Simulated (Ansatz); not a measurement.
Compressing Ta$_{2}$O$_{5}$: a fit and a missing row

Ta$_{2}$O$_{5}$, I4/mmm, a = 5.241 Å, c = 9.583 Å. The structure is a Materials Project entry; whether it is the stable form wasn't checked. Ansatz: PBEsol, PAW, 420 eV, Γ-centred 8×8×8 mesh on 7 atoms, Gaussian smearing 0.02 eV; no spin polarisation. Shape and atoms are relaxed at each volume; pressure is positive in compression.

```
V (Å³/atom) P (GPa)
     17.672     9.81
     18.236        ?
     18.800     0.00
     19.364    -4.23
     19.928    -7.91
```

Question: Take V0 = 18.800 Å³/atom, fit the third-order Birch–Murnaghan form to the other rows, and predict the missing pressure.

Answer: With the Eulerian strain f = ½[(V0/V)^(2/3) − 1] and y = P/[3f(1 + 2f)^(5/2)], the form is the line y = B0 + 1.5 B0 (B0′ − 4) f. Rows (f, y): 0.02106, 140.1; -0.00976, 151.8; -0.01905, 152.5. Means f = -0.002583, y = 148.13; Σ(Δf)² = 0.0008817, ΣΔfΔy = -0.2882; the slope is their ratio. y = 147.3 − 326.8 f GPa, so B0 = 147.3 GPa and B0′ = 4 + 2 × (-326.8)/(3 × 147.3) = 2.52. At V = 18.236, f = 0.01026, y = 143.95 and P = 4.66 GPa. The run gave 4.78 GPa, so the fit is 0.12 GPa too low, 0.68 % of the span of the series, against an rms of 0.04 GPa on the fitted rows. The records show no cause, and too few rows are left to test a further term.

Spin–orbit coupling is left out, which can shift energies with elements as heavy as these.